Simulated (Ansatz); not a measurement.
Values for one crystal, relaxed and computed with DFT-PBEsol in the program Ansatz with PAW potentials; other levels are named.

```yaml
volume_per_atom: 14.53 Å³
electronic_character: metallic (no gap)
highest_zone_centre_frequency: 169 cm⁻¹
Elastic constants (relaxed ions, GPa): C11 = 496, C12 = 277, C13 = 188, C33 = 621, C44 = 120
Bulk modulus (Birch–Murnaghan fit): 324 GPa
debye_temperature_from_the_elastic_constants: 386 K
Gap with spin–orbit coupling: none (metallic)
```

Q: Pick the material that matches.
A. ZrRu, CsCl type
B. RuW, P-6m2 (Ru on 1b, W on 1e)
C. YIn, CsCl type
D. TiAl, P-6m2 (Ti on 1a, Al on 1d)

A: B, RuW, P-6m2 (Ru on 1b, W on 1e)

The workflow started from a Materials Project entry (that database holds measured and hypothetical structures alike); the Crystallography Open Database copy checked does not list it. With Ru and W taken as one species the cell has the higher symmetry P6_3/mmc, so it may be an ordered model of a mixed-site phase. Whether it is the stable phase at ambient conditions was not checked. The cell was relaxed with PBEsol under the symmetry of its start; whether a distortion lowers the energy is not shown. No spin polarisation was allowed. As this level gives no gap, shear constants depend on the k-mesh and smearing (Fermi–Dirac, 0.1 eV here). As this level gives no gap, phonon frequencies hold no LO–TO term and depend on the k-mesh and smearing (Fermi–Dirac, 0.1 eV here). Spin–orbit coupling is left out wherever it is not named.

Potentials: the later of the program's two PAW sets.
